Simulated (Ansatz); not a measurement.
RbCaH$_{3}$:
```yaml
crystal:
  lattice:
    - [4.51536, 0.00000, 0.00000]
    - [0.00000, 4.51536, 0.00000]
    - [0.00000, 0.00000, 4.51536]
  atoms:
    - { symbol: Rb, position: [0.00000, 0.00000, 0.00000] }
    - { symbol: Ca, position: [0.50000, 0.50000, 0.50000] }
    - { symbol: H, position: [0.50000, 0.00000, 0.50000] }
    - { symbol: H, position: [0.00000, 0.50000, 0.50000] }
    - { symbol: H, position: [0.50000, 0.50000, 0.00000] }
```

Relaxed with r²SCAN. Special points in fractions of this cell's reciprocal vectors: Γ (0.000, 0.000, 0.000); X (0.000, 0.500, 0.000); M (0.500, 0.500, 0.000); R (0.500, 0.500, 0.500).

**Question.** List the band energies nearest the valence-band maximum at these points for DFT-r²SCAN with spin–orbit coupling in the program Ansatz with PAW potentials.

**Answer.** In eV from the valence-band maximum; about four levels below and three above (degenerate sets whole), none deeper than 8.9 eV; points with the same levels are listed once.

```
k                    below                          above
-  -----------------------  -----------------------------
Γ  -0.37 -0.37 -0.37 -0.37            6.89 6.89 6.89 6.89
X  -0.65 -0.65 -0.15 -0.15            6.33 6.33 6.36 6.36
M    -0.01 -0.01 0.00 0.00  3.76 3.76 5.71 5.71 5.71 5.71
R  -0.20 -0.20 -0.20 -0.20  4.99 4.99 5.07 5.07 5.07 5.07
```

Space group Pm-3m (cubic perovskite). The first step of the workflow began from a Materials Project structure, measured or hypothetical; the Crystallography Open Database files this formula in space group No. 221, but the cells were not matched. Whether it is the stable phase at ambient conditions was not checked. The cell was relaxed with r²SCAN under the symmetry of its start; its stability against distortions is not shown here.

Potentials: the later of the program's two PAW sets.
